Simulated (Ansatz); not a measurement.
CdO:
```yaml
crystal:
  lattice:
    - [3.31041, 0.00000, 0.00000]
    - [-1.65520, 2.86690, 0.00000]
    - [0.00000, 0.00000, 5.80188]
  atoms:
    - { symbol: Cd, position: [0.00000, 0.00000, 0.00000] }
    - { symbol: Cd, position: [0.00000, 0.00000, 0.50000] }
    - { symbol: O, position: [0.33333, 0.66667, 0.25000] }
    - { symbol: O, position: [0.66667, 0.33333, 0.75000] }
```

Relaxed with PBE. Special points in fractions of this cell's reciprocal vectors: Γ (0.000, 0.000, 0.000); M (0.500, 0.000, 0.000); K (0.333, 0.333, 0.000); A (0.000, 0.000, 0.500); L (0.500, 0.000, 0.500); H (0.333, 0.333, 0.500).

Q: List the band energies nearest the Fermi level at these points for plane-wave PAW PBE (Ansatz code).

A: In eV from the Fermi level; about four levels below and three above (degenerate sets whole), none deeper than 8.9 eV; … stands for higher levels left out; points with the same levels are listed once.

```tsv
k	below	above
Γ	-1.04 -1.04 -0.68 -0.01 -0.01	4.57 6.42 …
M	-2.89 -1.85 -0.60 -0.05	4.85 5.55 5.59
K	-1.75 -1.75 -1.44 -1.44	5.43 6.28 7.51 7.51
A	-0.49 -0.49 -0.49 -0.49	2.31 2.31 9.51 9.51
L	-1.23 -1.23 -0.92 -0.92	4.22 4.22 7.56 7.56
H	-2.71 -2.71 -0.28 -0.28	5.89 5.89 6.80 6.80
```

Space group P6_3/mmc (NiAs type). A made-up cell: these elements were put on the sites of a structure type; neither database checked (COD, Materials Project) lists it. It is not the phase usual at ambient conditions (space group No. 225). The cell was relaxed with PBE under the symmetry of its start; whether a distortion lowers the energy is not shown. Scalar-relativistic: spin–orbit coupling is off unless named, which matters more the heavier the elements.

Potentials: the later of the program's two PAW sets.
